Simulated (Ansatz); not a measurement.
**KF: do energies and stresses tell the same story?**

Computed with DFT r2SCAN, scalar-relativistic, plane waves, PAW in Ansatz 0.2.0.

Plane waves to 500 eV, a k mesh through Γ of 8×8×8 on the computed 2-atom cell and Gaussian smearing (0.02 eV); no spin polarisation.

Relaxed cell: Fm-3m, a = 5.318 Å, b = 5.318 Å, c = 5.318 Å, α = 90.00°, β = 90.00°, γ = 90.00°, 2 atoms in the primitive cell.

Energies at zero smearing and pressures from the stress tensor, at volumes with shape and atoms relaxed:
```tsv
V (Å³/atom)	E − E(first) (meV/atom)	P (GPa)
17.668	0.00	2.56
18.232	-6.50	1.17
18.795	-8.53	0.01
19.359	-6.82	-0.96
19.923	-1.97	-1.77
```

Question: Check P = −dE/dV between neighbouring volumes, and get the bulk modulus from the pressures alone.

Answer: With 1 eV/Å³ = 160.2 GPa:
```csv
middle V (Å³/atom),−ΔE/ΔV (GPa),mean P (GPa)
17.950,1.848,1.869
18.513,0.576,0.594
19.077,-0.485,-0.473
19.641,-1.378,-1.366
```

The two differ by 0.02 GPa at most. The mean of two end pressures misses the average over a step by about ΔV² P″/12, up to 0.02 GPa here; with that taken off 0.00 GPa remains. Around V = 18.795 Å³/atom, the two neighbours give B = −V ΔP/ΔV = 18.795 × 2.13 / 1.128 = 35.6 GPa, against B0 = 35.3 GPa from the Birch–Murnaghan fit of the energies.

Cost: 6 runs of about 0.4 core-minutes in all, on Arm Neoverse V2 (shared hosts).